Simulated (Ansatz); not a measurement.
Al2O3 (corundum) was relaxed and computed twice in Ansatz (plane waves, PAW), once with LDA and once with r²SCAN.

|  | run 1 | run 2 |
|---|---|---|
| cell | a = 4.7292 Å, b = 4.7292 Å, c = 12.8910 Å, α = 90.00°, β = 90.00°, γ = 120.00° | a = 4.7588 Å, b = 4.7588 Å, c = 12.9949 Å, α = 90.00°, β = 90.00°, γ = 120.00° |
| gap (eV) | 6.43 | 7.14 |
| ΔH_f (eV/atom) | -3.25 | -3.28 |
| B₀ by P(V) fit (GPa) | 257 | 256 |
| electron conductivity mass (mₑ) | 0.40 | 0.39 |

### Question
Which run used which functional?

### Answer
Run 1 is LDA, run 2 is r²SCAN.

All cells were relaxed under the symmetry of their starts (and spin orders); stability against distortions was not tested throughout.

Potentials: the later of the program's two PAW sets.

Ansatz (an electronic-structure program) is a plane-wave DFT program.

Formation energies count from the lowest solids of the elements computed at the same level, not from gases.
